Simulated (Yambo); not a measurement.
G0W0@PBEsol for HgO (space group P3_121, No. 152) in Yambo (3×3×1 mesh, 7 Ry block, plasmon pole, screening fixed), without a terminator:

| bands N in G | gap Γ → Γ (eV) | shift of the valence edge (eV) |
|---|---|---|
| 76 | 2.621 | 0.347 |
| 114 | 2.578 | 0.113 |
| 164 | 2.576 | -0.061 |

Q: Extrapolate both columns to infinite N with E(N) = E∞ + A/N, test the form, and compare with the terminator.

A: From two points, E∞ = (N2 E2 − N1 E1)/(N2 − N1). The two largest N give 2.57 eV for the gap and -0.46 eV for the shift; the two smallest give 2.49 eV and -0.35 eV. For the gap the slopes A are 9.8 and 0.7 eV: the form isn't reached, and its limit is uncertain. For the shift the slopes A are 53 and 65 eV: the form isn't reached, and its limit is uncertain. With the Bruneval-Gonze terminator and 164 bands the run gives 2.53 eV and -0.29 eV, 0.04 eV and 0.17 eV from the extrapolated values: the terminator too is an estimate of the remainder. Block, mesh and the bands in W are held fixed.

Spin-orbit coupling is not included.

Geometry relaxed with PBE+D3(BJ); primitive cell a = b = 3.6511 Å, c = 8.8290 Å, α = β = 90.00°, γ = 120.00°.

The structure is a Materials Project entry; no match was found in the copy of COD used, and its stability was not checked.

A shift is the quasiparticle energy of the state minus its PBEsol energy.
